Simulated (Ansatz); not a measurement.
Formation energies in the Hf–Ir system, lowest calculated structure of each composition. Computed with PBEsol (plane waves to 420 eV, PAW, scalar-relativistic; Ansatz, a quantum-chemistry and plane-wave program). Element references, the lowest calculated here: Hf (P6₃/mmc), Ir (Fm-3m).

```tsv
phase	x(Ir)	space group	E_f (eV/atom)	above hull (eV/atom)
Hf	0.000	P6₃/mmc	0.00	0.00
Hf2Ir	0.333	I4/mcm	-0.68	0.00
HfIr3	0.750	Pm-3m	-0.78	0.00
Ir	1.000	Fm-3m	0.00	0.00
```

On the hull: Hf2Ir, HfIr3.

This is the hull of the energies calculated here, no anion corrections; phases that were not calculated are missing from it. Values are rounded to 0.01 eV/atom. Not shown to be the ambient phase of their composition (a lower form may be missing, and a cell relaxed within its start's symmetry can be a saddle point): Hf2Ir (I4/mcm). Spin-orbit coupling is missing from these energies, which matters for elements this heavy. The compounds carry no spin polarisation.
